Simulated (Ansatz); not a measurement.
Compressing CaFe2As2: a fit and a missing row

CaFe2As2, I4/mmm, a = 3.931 Å, c = 10.190 Å. The structure is a Materials Project entry; whether it is the stable form wasn't checked. Ansatz: PBEsol, PAW, 420 eV, Γ-centred 10×10×10 mesh on 5 atoms, Gaussian smearing 0.10 eV; no spin polarisation. Shape and atoms are relaxed at each volume; pressure is positive in compression.

| V (Å³/atom) | P (GPa) |
| --- | --- |
| 13.854 | ? |
| 14.327 | 12.43 |
| 14.799 | 7.40 |
| 15.271 | 3.29 |
| 15.743 | -0.04 |
| 16.216 | -2.69 |
| 16.688 | -4.76 |
| 17.318 | -6.43 |

Q: Take V0 = 15.743 Å³/atom, count pressures from its P0 = -0.04 GPa, fit the third-order Birch–Murnaghan form to the other rows, and predict the missing pressure.

A: With the Eulerian strain f = ½[(V0/V)^(2/3) − 1] and y = (P − P0)/[3f(1 + 2f)^(5/2)], the form is the line y = B0 + 1.5 B0 (B0′ − 4) f. Rows (f, y): 0.03242, 109.6; 0.02104, 106.3; 0.01025, 102.9; -0.00977, 95.0; -0.01906, 91.0; -0.03079, 81.1. Means f = 0.0006817, y = 97.650; Σ(Δf)² = 0.003003, ΣΔfΔy = 1.285; the slope is their ratio. y = 97.36 + 428.1 f GPa, so B0 = 97.4 GPa and B0′ = 4 + 2 × (428.1)/(3 × 97.36) = 6.93. At V = 13.854, f = 0.04448, y = 116.40 and P = 19.18 GPa. The run gave 18.55 GPa, so the fit is 0.63 GPa too high, 2.5 % of the span of the series, against an rms of 0.13 GPa on the fitted rows. The row lies outside the fitted range. A fourth-order term fitted to the same rows gives P = 18.15 GPa at this row's volume (the line 19.18, the run 18.55), which recovers part of the miss.

Spin polarisation was left out, and a magnetic state may lie lower.